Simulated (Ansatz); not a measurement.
## MgH₂: field gradients at two levels of theory

Cell: a computed structure from the Materials Project (it need not be an observed phase), whose atoms a relaxation with PBE at fixed cell left in place.

Space group P4_2/mnm (No. 136); a = 4.4767, c = 2.9925 Å.

| site | Wyckoff | site symmetry | x | y | z |
| --- | --- | --- | --- | --- | --- |
| Mg | 2a | m.mm | 0.5000 | 0.5000 | 0.5000 |
| H | 4f | m.2m | 0.6956 | 0.6956 | 0.0000 |

One atom of each set is listed.

First run. Level of theory: DFT, PBE, plane waves and PAW, scalar-relativistic, 420 eV cutoff, Γ-centred 6×6×9 k-points, Fermi–Dirac smearing 0.02 eV (Ansatz 0.2.0).

| site | V_zz (10²¹ V/m²) | η |
| --- | --- | --- |
| Mg | 0.63 | 0.88 |
| H | -0.55 | 0.60 |

Second run. The same atoms and settings, except that the functional is r2SCAN and the cutoff is 500 eV.

**Question.** Given the first result, estimate the second.

**Answer.** 

```
site   V_zz     η  change of V_zz
  Mg   0.64  0.90           +0.01
   H  -0.55  0.60            0.00
```

No V_zz moves by more than 0.02. In per cent, |V_zz| changes by +2 on Mg, 0 on H (all sites that start above 0.5).
